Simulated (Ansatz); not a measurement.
## Hf: eigenvalues along the path

```
Hf
1.0
    -1.78695    1.78695    1.80500
     1.78695   -1.78695    1.80500
     1.78695    1.78695   -1.80500
Hf
1
Cartesian
  0.0000 0.0000 0.0000
```

The geometry is COD entry 1522789, unchecked; take it as a test cell. The listed cell was then made from it by scaling, straining or moving an atom.

Spin–orbit coupling is left out, though it moves levels of the heavy atoms by tenths of an eV or more.

All numbers below come from DFT, PBEsol, all-electron LAPW, scalar-relativistic in Ansatz 0.2.0.

Settings: a Γ-centred 14×14×14 k mesh, Fermi–Dirac smearing of 0.05 eV, basis error target 0.5 meV/atom, no spin polarisation.

Path points, in fractions of the reciprocal vectors: Γ (0.000, 0.000, 0.000), X (0.000, 0.000, 0.500), P (0.250, 0.250, 0.250), N (0.000, 0.500, 0.000), M (0.500, 0.500, -0.500), S (0.495, 0.505, -0.495), S0 (-0.495, 0.495, 0.495). Levels in eV from the Fermi level; bands 10 to 20, counted from the lowest band of the run. The gap is zero.

```
# k(1/Å) point b10 b11 b12 b13 b14 b15 b16 b17 b18 b19 b20
0.000 Γ -11.56 -11.56 -11.56 -11.50 -11.50 -11.50 -11.47 -6.93 1.45 1.45 1.56
0.249 - -11.56 -11.56 -11.56 -11.50 -11.50 -11.50 -11.47 -6.57 1.21 1.44 1.81
0.497 - -11.56 -11.55 -11.55 -11.51 -11.51 -11.50 -11.48 -5.60 0.64 0.92 2.84
0.746 - -11.55 -11.54 -11.53 -11.53 -11.52 -11.50 -11.49 -4.35 0.05 0.36 3.95
0.995 - -11.55 -11.54 -11.54 -11.52 -11.51 -11.50 -11.49 -3.48 -0.38 0.55 4.17
1.243 X -11.55 -11.55 -11.55 -11.51 -11.50 -11.50 -11.49 -3.27 -0.53 1.03 4.09
1.417 - -11.55 -11.55 -11.54 -11.51 -11.50 -11.50 -11.49 -3.09 -0.57 0.88 4.17
1.591 - -11.55 -11.55 -11.54 -11.51 -11.50 -11.50 -11.50 -2.56 -0.67 0.50 4.39
1.765 - -11.54 -11.54 -11.54 -11.51 -11.51 -11.51 -11.50 -1.80 -0.75 0.06 4.71
1.939 - -11.54 -11.53 -11.53 -11.52 -11.51 -11.51 -11.51 -1.02 -0.75 -0.33 5.00
2.113 P -11.53 -11.52 -11.52 -11.52 -11.52 -11.52 -11.51 -0.66 -0.61 -0.61 5.06
2.289 - -11.54 -11.53 -11.53 -11.52 -11.52 -11.51 -11.51 -0.98 -0.75 -0.37 4.96
2.465 - -11.54 -11.54 -11.54 -11.51 -11.51 -11.51 -11.50 -1.78 -0.72 0.01 4.62
2.641 - -11.55 -11.55 -11.54 -11.51 -11.50 -11.50 -11.50 -2.56 -0.60 0.45 4.28
2.817 - -11.55 -11.55 -11.54 -11.51 -11.50 -11.50 -11.49 -3.10 -0.47 0.82 4.03
2.992 N -11.56 -11.55 -11.55 -11.51 -11.50 -11.50 -11.49 -3.29 -0.42 0.97 3.95
3.240 - -11.55 -11.54 -11.54 -11.52 -11.51 -11.50 -11.49 -3.50 -0.27 0.51 4.02
3.487 - -11.55 -11.54 -11.53 -11.53 -11.52 -11.50 -11.49 -4.37 0.14 0.33 3.82
3.735 - -11.56 -11.55 -11.55 -11.51 -11.51 -11.50 -11.48 -5.61 0.72 0.87 2.88
3.982 - -11.56 -11.56 -11.56 -11.50 -11.50 -11.50 -11.47 -6.57 1.27 1.35 1.86
4.229 Γ -11.56 -11.56 -11.56 -11.50 -11.50 -11.50 -11.47 -6.93 1.45 1.45 1.56
4.577 - -11.56 -11.55 -11.55 -11.51 -11.50 -11.50 -11.48 -6.24 1.37 1.37 1.91
4.926 - -11.54 -11.53 -11.53 -11.52 -11.51 -11.51 -11.51 -4.43 0.96 1.49 1.49
5.274 - -11.55 -11.54 -11.52 -11.52 -11.52 -11.51 -11.51 -2.47 -0.85 2.33 2.33
5.622 - -11.57 -11.54 -11.53 -11.53 -11.50 -11.49 -11.49 -2.11 -2.02 4.10 4.10
5.970 M -11.58 -11.53 -11.53 -11.53 -11.49 -11.49 -11.49 -2.45 -2.42 6.53 6.57
5.973 - -11.58 -11.53 -11.53 -11.53 -11.49 -11.49 -11.49 -2.45 -2.42 6.53 6.57
5.977 - -11.58 -11.53 -11.53 -11.53 -11.49 -11.49 -11.49 -2.45 -2.42 6.53 6.56
5.980 - -11.58 -11.53 -11.53 -11.53 -11.49 -11.49 -11.49 -2.45 -2.42 6.52 6.54
5.984 - -11.58 -11.53 -11.53 -11.53 -11.49 -11.49 -11.49 -2.45 -2.42 6.51 6.52
5.987 S -11.58 -11.53 -11.53 -11.53 -11.49 -11.49 -11.49 -2.45 -2.42 6.49 6.50
6.477 - -11.56 -11.54 -11.53 -11.52 -11.51 -11.50 -11.49 -1.88 -1.55 2.31 2.49
6.967 - -11.55 -11.55 -11.54 -11.51 -11.50 -11.50 -11.49 -2.96 -0.07 0.44 3.16
7.457 - -11.55 -11.55 -11.54 -11.51 -11.50 -11.50 -11.49 -2.96 -0.07 0.44 3.16
7.947 - -11.56 -11.54 -11.53 -11.52 -11.51 -11.50 -11.49 -1.88 -1.55 2.31 2.49
8.437 S0 -11.58 -11.53 -11.53 -11.53 -11.49 -11.49 -11.49 -2.45 -2.42 6.49 6.50
8.785 - -11.57 -11.54 -11.53 -11.53 -11.50 -11.49 -11.49 -2.05 -2.00 3.89 3.97
9.133 - -11.55 -11.54 -11.52 -11.52 -11.52 -11.51 -11.51 -2.44 -0.79 2.16 2.25
9.481 - -11.54 -11.53 -11.53 -11.52 -11.51 -11.51 -11.51 -4.43 1.05 1.39 1.48
9.829 - -11.56 -11.55 -11.55 -11.51 -11.50 -11.50 -11.48 -6.24 1.33 1.44 1.80
10.177 Γ -11.56 -11.56 -11.56 -11.50 -11.50 -11.50 -11.47 -6.93 1.45 1.45 1.56
```
